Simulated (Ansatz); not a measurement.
This NaSe₄ structure is the end of a relaxation. The cell was found from a structure generator's guess, not taken from experiment.

Level of theory: DFT PBE+D3(BJ), scalar-relativistic, plane waves, PAW in Ansatz. Cutoff 420 eV, Γ-centred mesh, Gaussian smearing, no spin polarisation.

```xyz
5
Lattice="2.7141 0.0000 0.0000 0.0000 5.4259 0.0000 0.0000 0.0000 8.0868" Properties=species:S:1:pos:R:3 pbc="T T T"
Na    0.0000    0.0000    0.0000
Se    1.3570    1.4022    5.7846
Se    1.3570    4.0237    5.7846
Se    1.3570    1.4022    2.3022
Se    1.3570    4.0237    2.3022
```

Energies over the elements count from the elements' standard structures at the same level, with no fitted energy shifts.

Problem. What space group does it have?

Solution. Pmmm (No. 47). Conventional cell: a = 2.714 Å, b = 5.426 Å, c = 8.087 Å. Around Na lie 2 Na at 2.71 Å and 8 Se at 3.02 Å; around Se lie 4 Se at 2.62–2.80 Å and 2 Na at 3.02 Å.

Problem. How far does it lie from the elements in energy?

Solution. −0.18 eV/atom. Whether it is stable depends on the other phases of the system, which aren't compared here.

Problem. Is it a metal?

Solution. Yes, bands cross the Fermi level on the 14×8×6 mesh.

The last run used a 14×8×6 mesh (in the run's order of axes) for its 5-atom cell and Gaussian smearing of 0.10 eV. An odd number of electrons in the primitive cell allows no gap without spin; a larger cell or a magnetic state could open one. A structure relaxed within its symmetry needn't be a true minimum.
